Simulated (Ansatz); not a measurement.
Y$_{2}$C:
```
CELL_PARAMETERS angstrom
      1.76121     1.01684     6.04401
     -1.76121     1.01684     6.04401
      0.00000    -2.03367     6.04401
ATOMIC_POSITIONS crystal
  Y  0.73997 0.73997 0.73997
  Y  0.26003 0.26003 0.26003
  C  0.00000 0.00000 0.00000
```

Relaxed with LDA. Special points in fractions of this cell's reciprocal vectors: Γ (0.000, 0.000, 0.000); T (0.500, 0.500, 0.500); H2 (0.814, 0.186, 0.500); H0 (0.500, -0.186, 0.186); L (0.500, 0.000, 0.000); S0 (0.343, -0.343, 0.000); S2 (0.657, 0.000, 0.343); F (0.500, 0.000, 0.500).

List the band energies nearest the Fermi level at these points for DFT-LDA in the program Ansatz with PAW potentials.

In eV from the Fermi level; about four levels below and three above (degenerate sets whole), none deeper than 8.9 eV; points with the same levels are listed once.

```
k                     below           above
--  -----------------------  --------------
Γ   -3.58 -1.90 -1.41 -1.41  2.04 2.16 2.16
T   -4.11 -1.36 -1.36 -0.80  0.93 2.34 2.34
H2  -8.34 -2.27 -2.24 -1.43  0.11 0.52 1.28
L   -1.62 -1.19 -0.39 -0.03  0.89 3.55 3.98
S0  -8.33 -2.26 -2.22 -1.42  0.07 0.54 1.32
F   -3.33 -1.48 -1.29 -0.59  0.01 1.45 3.73
```

Space group R-3m. The workflow started from a Materials Project entry (that database holds measured and hypothetical structures alike); the Crystallography Open Database files this formula in space group No. 166, but the cells were not matched. Whether it is the stable phase at ambient conditions was not checked. The LDA relaxation kept the symmetry of its start; its stability against distortions is not shown here. No spin polarisation was allowed. Scalar-relativistic: spin–orbit coupling is off unless named, which matters more the heavier the elements.

Potentials: the later of the program's two PAW sets.
